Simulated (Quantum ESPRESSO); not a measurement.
# Where does C sit best among Ge sites?

Calculated results; nothing here was measured. They come from pw.x of Quantum ESPRESSO 7.5, a plane-wave density functional program, with PseudoDojo standard norm-conserving files (v0.5 for PBE, v0.4.1 for LDA and PBEsol). The cells are made up: elements, strain and atom displacements were drawn at random, and nothing was relaxed. There is no spin polarisation, spin-orbit coupling or dispersion term.

The cell has 8 sites of a zincblende or diamond lattice. Sites 1 to 4 hold X X X X; sites 5 to 8 hold Ge Si Ge Si. Cell vectors in Å: (5.660, 0.000, 0.000); (0.000, 5.660, 0.000); (0.000, 0.000, 5.660). Settings: PBE, cutoff 1116 eV, 6 x 6 x 6 k mesh shifted by half a step, Fermi-Dirac smearing of 0.1 eV.

In each run one of the sites marked X holds C and the others hold Ge; cell and positions stay the same. E is the free energy of the cell.

| site of the guest | first shell | mean distance (Å) | E above the lowest (eV) | P (GPa) | force on the guest (eV/Å) |
| --- | --- | --- | --- | --- | --- |
| 1 | Ge2Si2 | 2.461 | 0.338 | -5.00 | 0.334 |
| 2 | Ge2Si2 | 2.440 | 0.159 | -5.36 | 0.717 |
| 3 | Ge2Si2 | 2.474 | 0.219 | -5.09 | 0.338 |
| 4 | Ge2Si2 | 2.438 | 0.000 | -5.56 | 0.675 |

A rerun of one of these cells at 1347 eV and k mesh 8 x 8 x 8 moved values by no more than 0.002 eV in the cell's energy, 0.02 GPa in stress and 0.009 eV/Å in force.

## Reading the table

Site 4 is lowest, by 0.159 eV, over three times the rerun's bound. A straight line of energy against the mean distance has a slope of 5.6 ± 4.2 eV/Å, so these few sites cannot settle whether the distance sets the order. The positions are random and not relaxed, so the differences hold for this frozen cell and are not site preferences of a real crystal.